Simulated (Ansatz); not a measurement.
This run works on a generated trial structure, not on a known crystal.

Input and command of a plane-wave DFT calculation in Ansatz:

```yaml
crystal:
  lattice:
    - [0.0, 5.35136584, 5.35136584]
    - [5.35136584, 0.0, 5.35136584]
    - [5.35136584, 5.35136584, 0.0]
  atoms:
    - { symbol: Zr, position: [0.0, 0.0, 0.0] }
    - { symbol: Zn, position: [0.5, 0.5, 0.5] }
    - { symbol: Br, position: [0.24548811, 0.75451189, 0.75451189] }
    - { symbol: Br, position: [0.24548811, 0.24548811, 0.75451189] }
    - { symbol: Br, position: [0.75451189, 0.24548811, 0.24548811] }
    - { symbol: Br, position: [0.24548811, 0.75451189, 0.24548811] }
    - { symbol: Br, position: [0.75451189, 0.24548811, 0.75451189] }
    - { symbol: Br, position: [0.75451189, 0.75451189, 0.24548811] }
basis:
  ecutwfc: 420
kpoints:
  mp_grid: { grid: [6, 6, 6] }
hamiltonian:
  xc: pbe
scf:
  occupations: { method: gaussian, width: 0.02 }
output:
  forces: true
  stress: true
  eigenvalues: true
  write_density: true
  write_potential: true
  elf: true
  volumetric_format: npy
relax:
  adjacent_minimum: "off"
  f_tol: 0.01
  max_steps: 80
  cell: { stress_tol: 0.05 }
```

```bash
ansatz run input.yaml --threads 1 --pin off --max-ram 2048MiB --backend cpu --events-out ev --progress --plain --runs-dir out
```

Processor: Intel(R) Xeon(R) Platinum 8259CL CPU @ 2.50GHz (Skylake/Cascade Lake), 1 thread, on a host shared with other jobs.

Problem. Estimate time, memory and problem size.

Solution. About 65 s, peak memory 0.69 GiB. It solves 41 bands at 16 k points (after reduction by symmetry) with about 5769 plane waves (on the last cell), in 29 SCF iterations over 4 ionic steps.
